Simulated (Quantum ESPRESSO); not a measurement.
## ZnCa2MgO4 (input and log of a self-consistent run)

A calculation, not a measurement. The program is pw.x of Quantum ESPRESSO 7.5 (plane-wave density functional theory). The cell is made up: 8 atoms on a rocksalt lattice, with randomly drawn elements, strain and displacements, not relaxed. PseudoDojo standard norm-conserving files (v0.5 for PBE, v0.4.1 for LDA and PBEsol) set the functional; there is no spin polarisation, spin-orbit coupling or dispersion term, and the masses in the input are unused placeholders.

Input:

```
&control calculation='scf', pseudo_dir='./dojo.nc.sr.pbe.v0_5.standard.upf', outdir='./o', disk_io='medium', tprnfor=.true., tstress=.true. /
&system ibrav=0, nat=8, ntyp=4, nbnd=43, ecutwfc=84.00895049, nosym=.true., tot_charge=0,
 occupations='smearing', smearing='fd', degauss=0.0018374661
/
&electrons conv_thr=7.350e-09, electron_maxstep=60, /
ATOMIC_SPECIES
Ca 1.0 Ca.upf
Mg 1.0 Mg.upf
O 1.0 O.upf
Zn 1.0 Zn.upf
CELL_PARAMETERS angstrom
4.5129 0.0332 -0.0573
0.0332 4.4136 0.0331
-0.0573 0.0331 4.4416
ATOMIC_POSITIONS angstrom
Zn -0.0261 -0.0102 0.0274
Ca 0.0268 2.2588 2.2356
Mg 2.282 0.0272 2.2901
Ca 2.2552 2.1585 0.021
O 2.2301 0.0598 0.0082
O 2.2168 2.2597 2.2055
O 4.5121 0.0161 2.1755
O 4.5702 2.2995 -0.0899
K_POINTS automatic
4 4 4 1 1 1
```

The log is shortened where brackets say so; the opening notice, blank lines, dates and the lines on written files are dropped, and the path of the files is cut. It prints rydbergs, bohrs and kilobars, and counts compression as positive stress.

```
     Program PWSCF v.7.5
     Parallel version (MPI & OpenMP), running on       1 processor cores
     Number of MPI processes:                 1
     Threads/MPI process:                     1
     [start-up lines left out]
     bravais-lattice index     =            0
     lattice parameter (alat)  =       8.5291  a.u.
     unit-cell volume          =     596.8492 (a.u.)^3
     number of atoms/cell      =            8
     number of atomic types    =            4
     number of electrons       =        74.00
     number of Kohn-Sham states=           43
     kinetic-energy cutoff     =      84.0090  Ry
     charge density cutoff     =     336.0358  Ry
     scf convergence threshold =      7.3E-09
     mixing beta               =       0.7000
     number of iterations used =            8  plain     mixing
     Exchange-correlation= PBE
                           (   1   4   3   4   0   0   0)
     [axes and pseudopotential details left out]
   Cartesian axes
     site n.     atom                  positions (alat units)
         1        Zn     tau(   1) = (  -0.0057828  -0.0022599   0.0060708  )
         2        Ca     tau(   2) = (   0.0059379   0.5004668   0.4953266  )
         3        Mg     tau(   3) = (   0.5056071   0.0060265   0.5074018  )
         4        Ca     tau(   4) = (   0.4996692   0.4782441   0.0046528  )
         5        O      tau(   5) = (   0.4941080   0.0132495   0.0018168  )
         6        O      tau(   6) = (   0.4911612   0.5006663   0.4886575  )
         7        O      tau(   7) = (   0.9997151   0.0035672   0.4820106  )
         8        O      tau(   8) = (   1.0125879   0.5094845  -0.0199185  )
     number of k points=    32  Fermi-Dirac smearing, width (Ry)=  0.0018
                       cart. coord. in units 2pi/alat
        k(    1) = (   0.1257085   0.1259228   0.1277036), wk =   0.0625000
        k(    2) = (   0.1289490   0.1239928   0.3818003), wk =   0.0625000
     [further k points left out]
     Dense  grid:    62073 G-vectors     FFT dimensions: (  50,  50,  50)
     Estimated max dynamical RAM per process >      85.34 MB
     Initial potential from superposition of free atoms
     starting charge      73.9892, renormalised to      74.0000
     Starting wfcs are   41 randomized atomic wfcs +    2 random wfcs
     total cpu time spent up to now is        5.9 secs
     per-process dynamical memory:    49.4 Mb
     Self-consistent Calculation
     iteration #  1     ecut=    84.01 Ry     beta= 0.70
     Davidson diagonalization with overlap
     ethr =  1.00E-02,  avg # of iterations =  7.0
     total cpu time spent up to now is       19.3 secs
     total energy              =    -823.67715363 Ry
     estimated scf accuracy    <       2.11609908 Ry
     iteration #  2     ecut=    84.01 Ry     beta= 0.70
     Davidson diagonalization with overlap
     ethr =  2.86E-03,  avg # of iterations =  4.0
     total cpu time spent up to now is       32.1 secs
     total energy              =    -824.02823065 Ry
     estimated scf accuracy    <       3.47403851 Ry
     iteration #  3     ecut=    84.01 Ry     beta= 0.70
     Davidson diagonalization with overlap
     ethr =  2.86E-03,  avg # of iterations =  3.2
     total cpu time spent up to now is       42.5 secs
     total energy              =    -824.70482307 Ry
     estimated scf accuracy    <       0.02618788 Ry
     iteration #  4     ecut=    84.01 Ry     beta= 0.70
     Davidson diagonalization with overlap
     ethr =  3.54E-05,  avg # of iterations =  7.9
     total cpu time spent up to now is       57.7 secs
     total energy              =    -824.72172097 Ry
     estimated scf accuracy    <       0.03638402 Ry
     iteration #  5     ecut=    84.01 Ry     beta= 0.70
     Davidson diagonalization with overlap
     ethr =  3.54E-05,  avg # of iterations =  2.2
     total cpu time spent up to now is       68.2 secs
     total energy              =    -824.72644914 Ry
     estimated scf accuracy    <       0.00338654 Ry
     [iterations 6 to 7 left out]
     iteration #  8     ecut=    84.01 Ry     beta= 0.70
     Davidson diagonalization with overlap
     ethr =  1.65E-07,  avg # of iterations =  2.0
     total cpu time spent up to now is      108.2 secs
     total energy              =    -824.72724547 Ry
     estimated scf accuracy    <       0.00002305 Ry
     iteration #  9     ecut=    84.01 Ry     beta= 0.70
     Davidson diagonalization with overlap
     ethr =  3.11E-08,  avg # of iterations =  3.2
     total cpu time spent up to now is      121.7 secs
     total energy              =    -824.72725065 Ry
     estimated scf accuracy    <       0.00000043 Ry
     iteration # 10     ecut=    84.01 Ry     beta= 0.70
     Davidson diagonalization with overlap
     ethr =  5.75E-10,  avg # of iterations =  4.9
     total cpu time spent up to now is      139.4 secs
     total energy              =    -824.72725096 Ry
     estimated scf accuracy    <       0.00000043 Ry
     iteration # 11     ecut=    84.01 Ry     beta= 0.70
     Davidson diagonalization with overlap
     ethr =  5.75E-10,  avg # of iterations =  2.0
     total cpu time spent up to now is      152.3 secs
     total energy              =    -824.72725096 Ry
     estimated scf accuracy    <       0.00000012 Ry
     iteration # 12     ecut=    84.01 Ry     beta= 0.70
     Davidson diagonalization with overlap
     ethr =  1.60E-10,  avg # of iterations =  3.0
     total cpu time spent up to now is      166.9 secs
     End of self-consistent calculation
     [lines on levels left out]
!    total energy              =    -824.72725098 Ry
     estimated scf accuracy    <          1.3E-09 Ry
     smearing contrib. (-TS)   =      -0.00000000 Ry
     internal energy E=F+TS    =    -824.72725098 Ry
     The total energy is F=E-TS. E is the sum of the following terms:
     one-electron contribution =    -434.78357515 Ry
     hartree contribution      =     250.76354385 Ry
     xc contribution           =    -124.67435431 Ry
     ewald contribution        =    -516.03286537 Ry
     convergence has been achieved in  12 iterations
     Forces acting on atoms (cartesian axes, Ry/au):
     atom    1 type  4   force =     0.00770465   -0.00251149    0.00084334
     atom    2 type  1   force =    -0.02175342   -0.03233424   -0.01344172
     atom    3 type  2   force =    -0.01120368   -0.00211236   -0.01556808
     atom    4 type  1   force =     0.02120360    0.05370179   -0.00932608
     atom    5 type  3   force =     0.01174466   -0.04785084   -0.00486850
     atom    6 type  3   force =     0.02920590   -0.00336396    0.01837179
     atom    7 type  3   force =    -0.01074134    0.04024850   -0.00013234
     atom    8 type  3   force =    -0.02616036   -0.00577740    0.02412158
     Total force =     0.110665     Total SCF correction =     0.000074
     Computing stress (Cartesian axis) and pressure
          total   stress  (Ry/bohr**3)                   (kbar)     P=      150.35
   0.00079644  -0.00009104   0.00013960          117.16      -13.39       20.54
  -0.00009104   0.00121284  -0.00007792          -13.39      178.42      -11.46
   0.00013960  -0.00007792   0.00105692           20.54      -11.46      155.48
     init_run     :      4.63s CPU      5.83s WALL (       1 calls)
     electrons    :    146.89s CPU    160.96s WALL (       1 calls)
     forces       :      2.05s CPU      2.07s WALL (       1 calls)
     stress       :      7.53s CPU      7.73s WALL (       1 calls)
     [timing details left out]
     PWSCF        :   2m41.29s CPU   2m57.44s WALL
     JOB DONE.
```

In other units: free energy -11220.986 eV for the cell, pressure 15.04 GPa, largest force component 1.381 eV/Å. A rerun of a related cell, with the same atoms placed differently, at 1437 eV and a 6 x 6 x 6 mesh moved values by no more than 0.002 eV in energy, 0.05 GPa in stress and 0.003 eV/Å in force.